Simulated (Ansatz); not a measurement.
TiC in space group P6_3/mmc (No. 194; Ti on 2c, C on 2d) under volume change, r²SCAN (plane waves, PAW; program Ansatz), shape and atoms relaxed at each volume.

```csv
V (Å³/atom),E − E(relaxed) (meV/atom),P (GPa)
10.971,72.3,23.05
11.333,?,?
11.695,7.2,6.58
12.056,0.0,0.00
12.418,6.6,-5.68
12.780,?,?
13.141,53.8,-14.78
```

### Question
Complete the blanks.

### Answer

- 11.333, E − E(relaxed) (meV/atom): 30.5
- 11.333, P (GPa): 14.20
- 12.780, E − E(relaxed) (meV/atom): 25.1
- 12.780, P (GPa): -10.57

### Question
What does a third-order Birch–Murnaghan fit give for V₀, B₀ and B′?

### Answer
V₀ = 12.06 Å³/atom, B₀ = 203 GPa, B′ = 3.9.

The start of the workflow was typed in or built on a structure type; neither database checked (COD, Materials Project) lists it. It is not the phase usual at ambient conditions (space group No. 225). Symmetry was held in the r²SCAN relaxation; whether a distortion lowers the energy is not shown. No spin polarisation was allowed. The volume moved by -16 % from the start of the relaxation.

Potentials: the later of the program's two PAW sets.
